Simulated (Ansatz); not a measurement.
Consider the following.

TlCl$_{3}$:
```cif
data_Cl12Tl4
_chemical_formula_sum 'Tl4 Cl12'
_space_group_name_H-M_alt 'C2/m'
_space_group_IT_number 12
_space_group_name_Hall '-C 2y'
_cell_length_a 6.50456
_cell_length_b 11.24161
_cell_length_c 6.09434
_cell_angle_alpha 90.000
_cell_angle_beta 110.177
_cell_angle_gamma 90.000
loop_
_atom_site_label
_atom_site_type_symbol
_atom_site_symmetry_multiplicity
_atom_site_Wyckoff_symbol
_atom_site_fract_x
_atom_site_fract_y
_atom_site_fract_z
_atom_site_occupancy
Tl1 Tl 4 g 0.00000 0.16645 0.00000 1
Cl1 Cl 8 j 0.25551 0.32715 0.25530 1
Cl2 Cl 4 i 0.23292 0.00000 0.26156 1
```
(The calculation used a cell of 8 atoms; values per cell refer to that cell.)

This is the LDA-relaxed structure.

### Question
All from LDA (plane waves, PAW; program Ansatz), unless another level is named. Give the gap with spin–orbit coupling.

### Answer
2.02 eV.

### Question
Next, the formation energy from the elements (no fitted shifts)?

### Answer
-62 kJ/mol of atoms.

### Question
Predict the electron effective mass with spin–orbit coupling.

### Answer
0.35, 0.45, 0.45 mₑ (principal values).

### Question
Next, the smallest direct gap on the standard path?

### Answer
2.05 eV.

The workflow started from a Materials Project entry (that database holds measured and hypothetical structures alike); the Crystallography Open Database copy checked does not list it. Its standing as an ambient phase is unchecked. The cell was relaxed with LDA under the symmetry of its start; its stability against distortions is not shown here. A crystal of weakly bound layers computed without a dispersion correction: the cell and the soft elastic constants depend strongly on that. The references are the lowest solids computed at this level, not always the standard phases (solids in place of the gases). Spin–orbit coupling is left out wherever it is not named.

Potentials: the later of the program's two PAW sets.
